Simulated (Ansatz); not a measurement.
YTaN3:
```yaml
crystal:
  lattice:
    - [4.03034, 0.00000, 0.00000]
    - [0.00000, 4.03034, 0.00000]
    - [0.00000, 0.00000, 4.03034]
  atoms:
    - { symbol: Y, position: [0.00000, 0.00000, 0.00000] }
    - { symbol: Ta, position: [0.50000, 0.50000, 0.50000] }
    - { symbol: N, position: [0.50000, 0.50000, 0.00000] }
    - { symbol: N, position: [0.50000, 0.00000, 0.50000] }
    - { symbol: N, position: [0.00000, 0.50000, 0.50000] }
```

Relaxed with r²SCAN.

Map the electron localisation function on the plane through (0.000, 0.000, 0.000) spanned by u = [1, 0, 0] and v = [0, 1, 1] in lattice vectors, from plane-wave PAW r²SCAN (Ansatz code).

x is the fraction of u, y of v (the angle between them is 90°; rows are the nearest grid lines); atoms in the plane: Y at (0.00, 0.00), Ta at (0.50, 0.50), N at (0.00, 0.50).
```
y \ x   0.000  0.100  0.200  0.250  0.350  0.450  0.550  0.650  0.750  0.800  0.900   1.00
------  -----  -----  -----  -----  -----  -----  -----  -----  -----  -----  -----  -----
1.00    0.311  0.788  0.827  0.546  0.028  0.028  0.028  0.028  0.546  0.827  0.788  0.311
0.929   0.792  0.868  0.737  0.336  0.032  0.053  0.053  0.032  0.336  0.737  0.868  0.792
0.857   0.823  0.728  0.197  0.062  0.074  0.106  0.106  0.074  0.062  0.197  0.728  0.823
0.786   0.096  0.067  0.051  0.071  0.128  0.139  0.139  0.128  0.071  0.051  0.067  0.096
0.679   0.667  0.588  0.264  0.124  0.068  0.128  0.128  0.068  0.124  0.264  0.588  0.667
0.607   0.779  0.819  0.524  0.174  0.434  0.757  0.757  0.434  0.174  0.524  0.819  0.779
0.536   0.172  0.773  0.650  0.254  0.766  0.371  0.371  0.766  0.254  0.650  0.773  0.172
0.464   0.172  0.773  0.650  0.254  0.766  0.371  0.371  0.766  0.254  0.650  0.773  0.172
0.393   0.779  0.819  0.524  0.174  0.434  0.757  0.757  0.434  0.174  0.524  0.819  0.779
0.321   0.667  0.588  0.264  0.124  0.068  0.128  0.128  0.068  0.124  0.264  0.588  0.667
0.214   0.096  0.067  0.051  0.071  0.128  0.139  0.139  0.128  0.071  0.051  0.067  0.096
0.143   0.823  0.728  0.197  0.062  0.074  0.106  0.106  0.074  0.062  0.197  0.728  0.823
0.0714  0.792  0.868  0.737  0.336  0.032  0.053  0.053  0.032  0.336  0.737  0.868  0.792
0.000   0.311  0.788  0.827  0.546  0.028  0.028  0.028  0.028  0.546  0.827  0.788  0.311
```

The density is the valence pseudo-density with augmentation charge, so density and ELF within about 1 Å of a nucleus are not all-electron values.

Space group Pm-3m (cubic perovskite). The start of the workflow was typed in or built on a structure type; neither database checked (COD, Materials Project) lists it. Whether it is the stable phase at ambient conditions was not checked. The cell was relaxed with r²SCAN under the symmetry of its start; whether a distortion lowers the energy is not shown. No spin polarisation was allowed. Scalar-relativistic: spin–orbit coupling is off unless named, which matters more the heavier the elements.

Potentials: the earlier of the program's two PAW sets.
